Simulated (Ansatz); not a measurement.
AsRu (CsCl type, Pm-3m) under volume change, the program Ansatz at the r²SCAN level (PAW), scaled uniformly.

| V (Å³/atom) | E − E(relaxed) (meV/atom) | P (GPa) |
|---|---|---|
| 13.005 | 90.5 | 24.98 |
| 13.433 | 37.4 | 15.01 |
| 13.862 | 8.7 | 6.72 |
| 14.291 | 0.0 | 0.00 |
| 14.720 | ___ | ___ |
| 15.148 | 29.8 | -10.63 |
| 15.577 | ___ | ___ |

Question: What belongs in the gaps?

Answer: 
- 15.577, E − E(relaxed) (meV/atom): 63.9
- 15.577, P (GPa): -14.72
- 14.720, E − E(relaxed) (meV/atom): 7.8
- 14.720, P (GPa): -5.68

Question: What does a third-order Birch–Murnaghan fit give for V₀, B₀ and B′?

Answer: V₀ = 14.29 Å³/atom, B₀ = 210 GPa, B′ = 4.9.

The cell is a constructed one: a structure type filled with these elements; neither database checked (COD, Materials Project) lists it. Its standing as an ambient phase is unchecked. The r²SCAN relaxation kept the symmetry of its start; whether a distortion lowers the energy is not shown. The run is not spin-polarised. Spin–orbit coupling is left out wherever it is not named.

Potentials: the earlier of the program's two PAW sets.
